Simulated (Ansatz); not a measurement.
Data:

Al:
Space group Im-3m (No. 229); a = 3.2131 Å, b = 3.2131 Å, c = 3.2131 Å, α = 90.00°, β = 90.00°, γ = 90.00°

```json
[
 {"atom": "Al", "site": "2a", "symmetry": "m-3m", "x": "0.0000", "y": "0.0000", "z": "0.0000"}
]
```
(The calculation used a cell of 1 atom; values per cell refer to that cell.)

This is the PBEsol-relaxed structure.

### Question
All from the program Ansatz at the PBEsol level (PAW), unless another level is named. Predict the bulk modulus (Birch–Murnaghan fit).

### Answer
73.4 GPa.

### Question
Next, the elastic constants (relaxed ions, GPa)?

### Answer
C11 = 50.3, C12 = 84.1, C44 = 45.2.

The workflow started from a Materials Project entry (that database holds measured and hypothetical structures alike); the Crystallography Open Database copy checked does not list it. It is not the phase usual at ambient conditions (space group No. 225). The cell was relaxed with PBEsol under the symmetry of its start. At this level the phase is dynamically unstable (imaginary phonons). As this level gives no gap, shear constants depend on the k-mesh and smearing (Fermi–Dirac, 0.1 eV here).

Potentials: the earlier of the program's two PAW sets.
